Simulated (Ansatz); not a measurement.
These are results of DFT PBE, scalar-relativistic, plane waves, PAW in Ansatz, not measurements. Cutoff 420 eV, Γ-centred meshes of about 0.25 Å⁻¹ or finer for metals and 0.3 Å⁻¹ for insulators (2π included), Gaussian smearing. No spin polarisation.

A search over trial structures of HfSi₃O₂ gave this relaxed cell.

```cif
data_structure
_symmetry_space_group_name_H-M 'C2/m'
_symmetry_Int_Tables_number 12
_cell_length_a 5.3100
_cell_length_b 5.2140
_cell_length_c 12.4283
_cell_angle_alpha 90.000
_cell_angle_beta 96.114
_cell_angle_gamma 90.000
_cell_volume 342.14
loop_
_atom_site_label
_atom_site_type_symbol
_atom_site_symmetry_multiplicity
_atom_site_Wyckoff_symbol
_atom_site_fract_x
_atom_site_fract_y
_atom_site_fract_z
_atom_site_occupancy
Hf1 Hf 4 i 0.29609 0.50000 0.68406 1
Si1 Si 4 h 0.00000 0.74950 0.50000 1
Si2 Si 8 j 0.10101 0.24936 0.90389 1
O1 O 8 j 0.06537 0.24996 0.76123 1
```

**Question.** Does it survive phonon and random-displacement tests?

**Answer.** As far as tested, yes. The phonons at Γ show no imaginary mode. (Phonon run: 8×8×4 k mesh, Gaussian smearing of 0.10 eV.) After random moves of the atoms it relaxes back. Other q points weren't tested. The optical modes at Γ run from 47 to 664 cm⁻¹. Hf has 4 O at 2.09 Å and 4 Si at 2.94 Å; Si on a site of symmetry 2 has 4 Si at 2.60–2.66 Å, 4 Hf at 2.94 Å and 2 O at 3.23 Å; Si on a site of symmetry 1 has 1 O at 1.76 Å; O has 1 Si at 1.76 Å, 2 Hf at 2.09 Å, 4 O at 2.61–2.66 Å and 5 Si at 3.14–3.23 Å.

Spin–orbit coupling, which can matter for Hf, is left out. Phonons of metals hang on the k mesh and the smearing.
